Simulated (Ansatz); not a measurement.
Cl (bcc (W type), space group No. 229) under volume change, DFT-PBE+D3(BJ) in the program Ansatz with PAW potentials, scaled uniformly.

| V (Å³/atom) | E − E(relaxed) (meV/atom) | P (GPa) |
|---|---|---|
| 18.480 | 23.5 | 4.53 |
| 19.089 | 9.8 | 2.74 |
| 19.698 | 2.3 | 1.24 |
| 20.307 | 0.0 | 0.00 |
| 20.916 | 2.0 | -1.03 |
| 21.526 | 7.6 | -1.87 |
| 22.135 | 16.1 | -2.56 |

What does a third-order Birch–Murnaghan fit give for V₀, B₀ and B′?

V₀ = 20.31 Å³/atom, B₀ = 37.5 GPa, B′ = 5.3.

Space group Im-3m (bcc (W type)). A made-up cell: these elements were put on the sites of a structure type; neither database checked (COD, Materials Project) lists it. It is not the usual solid phase (space group No. 64). The PBE+D3(BJ) relaxation kept the symmetry of its start. At this level the phase is dynamically unstable (imaginary phonons). The substance is a gas or liquid at ambient conditions.

Potentials: the later of the program's two PAW sets.
